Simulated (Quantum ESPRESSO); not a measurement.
Ag6HfSc, one composition in several site orders

Computed values, not a measurement. The program is pw.x of Quantum ESPRESSO 7.5 (plane-wave density functional theory). The cell is made up: eight metal atoms on a hexagonal close-packed lattice, with elements, volume, strain and displacements drawn at random and not relaxed, so it may be unstable or far from any real phase. PseudoDojo standard norm-conserving files set the functional (PBE unless stated); there is no spin polarisation or spin-orbit coupling, the Fermi-Dirac width of 0.25 eV means electrons at about 2900 K, and the masses in the input are unused placeholders. Heavy elements are run without spin-orbit coupling, which real alloys of them have. A spin test at this wide smearing found no moment, but such smearing suppresses magnetism that the real alloy may have.

The runs put one composition on the sites in different orders. Cell, positions, cutoff, mesh and smearing stay as in the input of run 1; sites are counted in its order. Stress in the tables is positive in tension.

Input of run 1:

```
&control calculation='scf', pseudo_dir='./dojo.nc.sr.pbe.v0_5.standard.upf', outdir='./o', disk_io='minimal', tprnfor=.true., tstress=.true. /
&system ibrav=0, nat=8, ntyp=3, nbnd=79, ecutwfc=82.02448710, nosym=.true., tot_charge=0,
 occupations='smearing', smearing='fd', degauss=0.0183746611
/
&electrons conv_thr=1.470e-08, electron_maxstep=70, mixing_beta=0.5 /
ATOMIC_SPECIES
Ag 1.0 Ag.upf
Hf 1.0 Hf.upf
Sc 1.0 Sc.upf
CELL_PARAMETERS angstrom
4.3525 -2.4795 -0.0455
-2.8839 -0.0566 -4.9322
2.9563 5.0536 0.0154
ATOMIC_POSITIONS angstrom
Ag -0.0153 0.0155 0.0074
Ag 1.478 2.4917 0.0037
Ag 0.0787 1.5888 -2.455
Hf 1.3121 4.1682 -2.5089
Sc 2.8755 0.0907 -0.0297
Ag 4.5163 2.5912 0.0394
Ag 1.4233 -0.7499 -2.5016
Ag 3.0103 1.6778 -2.4117
K_POINTS automatic
5 5 4 1 1 1
```

```
run  elements on sites 1 to 8  free energy less that of run 1 (eV)  -TS (eV)  pressure (GPa)  stress xx (GPa)  stress yy (GPa)  stress zz (GPa)  stress yz (GPa)  stress xz (GPa)  stress xy (GPa)  iterations
  1   Ag Ag Ag Hf Sc Ag Ag Ag                                0.000    -0.965            4.85            -6.41            -5.83            -2.31             0.64             0.50             0.39          12
  2   Ag Ag Ag Hf Ag Ag Sc Ag                                0.466    -1.075            5.33            -7.69            -7.05            -1.25            -0.06             0.03             1.84          12
  3   Ag Ag Hf Ag Sc Ag Ag Ag                                0.259    -1.030            5.51            -5.59            -7.90            -3.03            -0.80            -0.19             1.38          12
  4   Hf Sc Ag Ag Ag Ag Ag Ag                                0.597    -1.014            5.73            -7.48            -7.41            -2.29             0.79             0.20             0.73          12
```

Forces Fx Fy Fz (eV/Å):

```
site              run 1              run 2              run 3              run 4
   1  -0.06 -0.01 -0.19   -0.14 0.02 -0.27  -0.07 -0.21 -0.08   -0.26 0.02 -0.23
   2     0.10 0.45 0.17     0.22 0.24 0.03     0.03 0.57 0.09    -0.08 0.55 0.12
   3    -0.46 0.28 0.07    -0.51 0.31 0.08    -0.46 0.61 0.08   -0.28 0.29 -0.14
   4    1.22 -0.09 0.80    1.17 -0.61 0.24     1.26 0.13 0.38     1.23 0.09 0.26
   5   0.65 -0.09 -0.32    0.18 -0.09 0.10   0.13 -0.41 -0.08    0.30 -0.34 0.06
   6  -0.64 -0.08 -0.17  -0.54 -0.22 -0.10  -0.62 -0.14 -0.16  -0.63 -0.09 -0.08
   7   0.13 -0.68 -0.08     0.43 0.08 0.15    0.32 -0.89 0.01    0.23 -0.62 0.10
   8   -0.95 0.22 -0.28   -0.82 0.26 -0.21   -0.60 0.34 -0.25   -0.51 0.09 -0.09
```

The sites are displaced and not relaxed, so the energy differences mix bonding between neighbours with strain and are not ordering energies. A rerun of one cell of this series at a higher cutoff and on a denser mesh moved values by no more than 0.007 eV in energy, 0.19 GPa in stress and 0.006 eV/Å in force, and a second program with other atomic files agreed on that cell to 2 % rms in force and 0.5 GPa in pressure.